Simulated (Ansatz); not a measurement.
Relaxed-ion elastic tensor of Pt (fcc (Cu type), Fm-3m) in GPa (Voigt order), r²SCAN (plane waves, PAW; program Ansatz); density 21.18 g/cm³, 15.29 Å³ per atom.

```
 334   240   240   0.0   0.0   0.0
 240   334   240   0.0   0.0   0.0
 240   240   334   0.0   0.0   0.0
 0.0   0.0   0.0  72.0   0.0   0.0
 0.0   0.0   0.0   0.0  72.0   0.0
 0.0   0.0   0.0   0.0   0.0  72.0
```

Question: Is the crystal mechanically stable?

Answer: Yes: the smallest eigenvalue of C is 72.0 GPa.

Question: Work out the Voigt, Reuss and Hill averages.

Answer: K_V = 272, K_R = 272, K_H = 272; G_V = 61.9, G_R = 59.2, G_H = 60.5 GPa.

Question: Give Young's modulus, Poisson's ratio, Pugh's ratio and the universal anisotropy index.

Answer: E = 9KG/(3K + G) = 169 GPa; ν = 0.40; K/G = 4.49 (ductile by the Pugh limit of 1.75); A_U = 5G_V/G_R + K_V/K_R − 6 = 0.23.

Question: Estimate the sound speeds and the Debye temperature.

Answer: v_l = √((K + 4G/3)/ρ) = 4080 m/s, v_t = √(G/ρ) = 1690 m/s, mean 1910 m/s; Θ = (h/k)(3n/4πV)^(1/3) v_m = 229 K.

Question: Give the Zener ratio and Young's modulus along [100], [110] and [111].

Answer: A = 2C44/(C11 − C12) = 1.54; 1/E = S11 − 2(S11 − S12 − S44/2)Γ with Γ = 0, 1/4, 1/3 gives 133, 177, 198 GPa.

Question: Solve the Christoffel equation for the three sound speeds along [100], [110], [111].

Answer: Eigenvalues of C_ijkl n_j n_l equal ρv². In km/s, slowest first: [100] 1.84, 1.84, 3.97; [110] 1.49, 1.84, 4.12; [111] 1.61, 1.61, 4.17.

The cell was relaxed with r²SCAN under the symmetry of its start. No spin polarisation was allowed. As this level gives no gap, shear constants depend on the k-mesh and smearing (Fermi–Dirac, 0.1 eV here). On the denser mesh and wider smearing of the elastic run this cell carries a stress of 0.3 GPa. Scalar-relativistic: spin–orbit coupling is off unless named, which matters more the heavier the elements.

Potentials: the later of the program's two PAW sets.
